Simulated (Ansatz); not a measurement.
Relaxing a structure of Si$_{2}$W

The start is a generated cell, Si2W built in the C54 structure type. Cell shape, volume and atoms are optimised at zero target pressure with r2SCAN (plane waves to 500 eV, PAW, scalar-relativistic; Ansatz, a quantum-chemistry and plane-wave program). First-step values are on the input's coarse k-mesh.

Ansatz input (later rounds restart from its end on a renewed k-mesh):
Ansatz 0.2 input:
```yaml
crystal:
  lattice:
    - [0, 4.10716, 4.247955]
    - [2.384677, 0, 4.247955]
    - [2.384677, 4.10716, 0]
  atoms:
    - { symbol: Si, position: [0.6635, 0.3365, 0.6635] }
    - { symbol: Si, position: [0.3365, 0.6635, 0.3365] }
    - { symbol: Si, position: [0.5865, 0.9135, 0.5865] }
    - { symbol: Si, position: [0.9135, 0.5865, 0.9135] }
    - { symbol: W, position: [0, 0, 0] }
    - { symbol: W, position: [0.25, 0.25, 0.25] }
basis: { ecutwfc: 500, ecutrho_ratio: 4, xc_grid: 4, fft_grid_basis: typed }
kpoints: { mp_grid: { grid: [6, 6, 6] } }
hamiltonian:
  xc: r2scan
  dispersion: none
  pseudopotentials: { kind: paw }
scf: { occupations: { method: fermi_dirac, width: 0.05 } }
relax: { f_tol: 0.01, max_steps: 100, cell: { stress_tol: 0.02 } }
output: { forces: true, stress: true }
```

Question: How large is the pressure on the unrelaxed cell, and of which sign?

Answer: -6 GPa (negative: the cell is under tension).

Question: By how much does the energy per atom fall from start to end?

Answer: 0.05 eV/atom.

Question: How do the shortest distances between atoms change?

Answer: The closest pairs of elements (up to four, under 3.6 Å), start → end: Si–Si 2.52 → 2.58 Å; Si–W 2.54 → 2.60 Å; W–W 3.19 → 3.19 Å.

Question: Is the relaxed structure metallic? Give its gap.

Answer: No gap (metallic).

Question: Give the final cell and atomic positions.

Answer: 
```cif
data_Si16W8
_chemical_formula_sum 'Si16 W8'
_space_group_name_H-M_alt 'Fddd :1'
_space_group_IT_number 70
_space_group_name_Hall 'F 2 2 -1d'
_cell_length_a 4.55025
_cell_length_b 7.86865
_cell_length_c 8.95245
_cell_angle_alpha 90.000
_cell_angle_beta 90.000
_cell_angle_gamma 90.000
loop_
_atom_site_label
_atom_site_type_symbol
_atom_site_symmetry_multiplicity
_atom_site_Wyckoff_symbol
_atom_site_fract_x
_atom_site_fract_y
_atom_site_fract_z
_atom_site_occupancy
Si1 Si 16 f 0.00000 0.33576 0.00000 1
W1 W 8 a 0.00000 0.00000 0.00000 1
```
(The calculation used a cell of 6 atoms; values per cell refer to that cell.)

The space group stays Fddd (No. 70) (the run could not lower it); the end is AFLOW prototype A2B_oF24_70_e_a (C54, as in TiSi2), with 6 atoms in the primitive cell. Final values are on a 13×13×13 k-mesh of the relaxed cell. No spin polarisation in the result.

The run could not lose the symmetry of its start, so the end can be a saddle point.

The relaxed structure here is a generated cell of Si2W: the first start was made by placing the elements on the sites of a structure type, and the end was not matched to a known phase here, so it may be hypothetical. Known forms of Si2W include space group No. 139.
